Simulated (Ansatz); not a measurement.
FeS2:
Space group Pa-3 (No. 205); a = b = c = 5.3237 Å, α = β = γ = 90.00°

```csv
atom,site,symmetry,x,y,z
Fe,4a,.-3.,0.0000,0.0000,0.0000
S,8c,.3.,0.3817,0.3817,0.3817
```

Relaxed with PBEsol. DFT-PBEsol in the program Ansatz with PAW potentials gives a gap of 0.24 eV.

Problem. What gap does HSE06 give on the same cell (Ansatz, PAW)?

Solution. 1.74 eV, 1.50 eV more. The hybrid was solved on a coarser mesh and at special points; its gap is the smallest among all of these.

```
k  v1 PBEsol  c1 PBEsol  v1 HSE06  c1 HSE06
-  ---------  ---------  --------  --------
Γ      -0.07       0.24      0.00      1.74
R      -0.42       1.60       [?]       [?]
M      -0.17       1.88       [?]       [?]
X      -0.02       1.65       [?]       [?]
```

Problem. Top valence (v1) and lowest conduction level (c1) in eV from each method's valence maximum (which need not be a listed point): supply the withheld HSE06 values.

Solution. 
- M, v1 HSE06: -0.17
- M, c1 HSE06: 3.60
- X, v1 HSE06: -0.13
- X, c1 HSE06: 3.30
- R, v1 HSE06: -0.72
- R, c1 HSE06: 3.84

Cost on shared cores: the PBEsol run (SCF on a 5×5×5 mesh, then bands and DOS) about 2.2 core-minutes (a rough figure), the HSE06 run (SCF on 3×3×3, then a few points) about 4 core-minutes (a rough figure); the tasks are unlike.

Symmetry was held in the PBEsol relaxation; of distortions, only those at the zone centre were tested. The workflow began spin-polarised and lost its moments.

Potentials: the later of the program's two PAW sets.
